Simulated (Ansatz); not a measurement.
An Ansatz (a first-principles code) input:

Ansatz 0.2 input:
```yaml
crystal:
  lattice:
    - [3.9757744818, 0.0, 0.0]
    - [0.0, 3.9757744818, 0.0]
    - [0.0, 0.0, 3.8470600145]
  atoms:
    - { symbol: Ba, position: [0.5, 0.5, 0.5] }
    - { symbol: Ga, position: [0.0, 0.0, 0.0] }
    - { symbol: O, position: [0.5, 0.0, 0.0] }
    - { symbol: O, position: [0.0, 0.5, 0.0] }
    - { symbol: H, position: [0.0, 0.0, 0.5] }
kpoints:
  mp_grid: { grid: [6, 6, 6] }
basis: { xc_grid: 2 }
hamiltonian:
  xc: pbesol
  pseudopotentials: { azcp: { folder: ./paw }, kind: paw }
scf:
  occupations: { method: fixed }
output:
  optics: { e_range: [0.0, 15.0], de: 0.05, sigma: 0.1, bands: { spectra_wanted_up_to: 12 eV } }
```

Q: How many symmetry operations and irreducible k-points will the run report?

A: 16 operations, 40 of 216 k-points.

Q: With a cutoff of 420 eV, how many plane waves at Γ?

A: 1205.

It took around 90 core-seconds (rough) on shared server cores.

Space group P4/mmm. The start of the workflow was typed in or built on a structure type; neither database checked (COD, Materials Project) lists it. Whether it is the stable phase at ambient conditions was not checked. The cell was relaxed with PBEsol under the symmetry of its start; phonons show weakly imaginary modes. Spin–orbit coupling is left out wherever it is not named.

Potentials: the earlier of the program's two PAW sets. The files were generated under PBE; for other functionals the program regenerates the frozen cores, and for LDA and PBEsol the local potential too.

Ansatz is a plane-wave DFT program.
